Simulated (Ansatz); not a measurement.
CaS:
```xyz
2
Lattice="0.0000 2.8165 2.8165 2.8165 0.0000 2.8165 2.8165 2.8165 0.0000" Properties=species:S:1:pos:R:3 pbc="T T T"
Ca     0.0000     0.0000     0.0000
S      2.8165     2.8165     2.8165
```

Relaxed with PBEsol. Special points in fractions of this cell's reciprocal vectors: Γ (0.000, 0.000, 0.000); X (0.500, 0.000, 0.500); U (0.625, 0.250, 0.625); K (0.375, 0.375, 0.750); L (0.500, 0.500, 0.500); W (0.500, 0.250, 0.750).

### Question
List the band energies nearest the valence-band maximum at these points for plane-wave PAW PBEsol (Ansatz code).

### Answer
In eV from the valence-band maximum; about four levels below and three above (degenerate sets whole), none deeper than 8.9 eV; points with the same levels are listed once.

```
k              below                above
-  -----------------  -------------------
Γ     0.00 0.00 0.00       4.08 4.08 4.08
X  -2.39 -0.84 -0.84       2.16 5.63 6.04
U  -2.15 -1.98 -1.08       3.56 6.37 6.50
L  -3.27 -1.24 -1.24  5.11 6.13 6.27 6.27
W  -1.88 -1.88 -1.64       4.78 4.78 6.03
```

Space group Fm-3m (rock salt). Symmetry was held in the PBEsol relaxation.

Potentials: the later of the program's two PAW sets.
